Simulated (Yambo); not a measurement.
Yambo run on YOF (space group P4/nmm, No. 129). The wavefunctions are LDA (Quantum ESPRESSO, PseudoDojo norm-conserving, 84 Ry, no spin-orbit coupling) ones on a 4×4×2 mesh (24 occupied bands); a = 3.832 Å, b = 3.832 Å, c = 5.447 Å, α = 90.00°, β = 90.00°, γ = 90.00°.

Yambo input:

```
rim_cut
gw0
dyson
el_el_corr
HF_and_locXC
ppa
em1d
RandQpts= 1000000
RandGvec= 1 Ry
EXXRLvcs= 84 Ry
VXCRLvcs= 336 Ry
Chimod= "HARTREE"
% BndsRnXp
 1 | 62 |
%
NGsBlkXp= 3 Ry
% LongDrXp
 1.0 | 1.0 | 1.0 |
%
PPAPntXp= 27.2114 eV
% GbndRnge
 1 | 62 |
%
GTermKind= "none"
DysSolver= "n"
ExtendOut
% QPkrange
 1 | 1 | 24 | 25 |
 8 | 8 | 24 | 24 |
%
```

k points by index: 1 = Γ, 8 = (0.25, 0.25, -0.5).

Table of the .qp output:

```
#    K-point    Band    Eo [eV]    E [eV]    E-Eo [eV]    Vxc [eV]    Vnlxc [eV]    Sc|Eo [eV]    Sc|E [eV]    dSc/dw|Eo [eV]    Re(Z)    Im(Z)
#
    1    24    -0.250096    -0.802200    -0.552104    -19.28445    -24.45781    4.487511    4.621257    -6.590137    0.805032    -0.001412
    1    25    4.823236    6.208528    1.385292    -10.71721    -5.735649    -3.388010    -3.596274    -4.090682    0.869315    -0.787112E-3
    8    24    0.000000    -0.551295    -0.551295    -19.75361    -24.98058    4.542468    4.675676    -6.573304    0.805433    -0.001375
```
(The two width columns are left out.) Convergence of these settings isn't established.

Geometry of the Materials Project entry, not relaxed at this level.

The structure is a Materials Project entry; no match was found in the copy of COD used, and its stability was not checked.
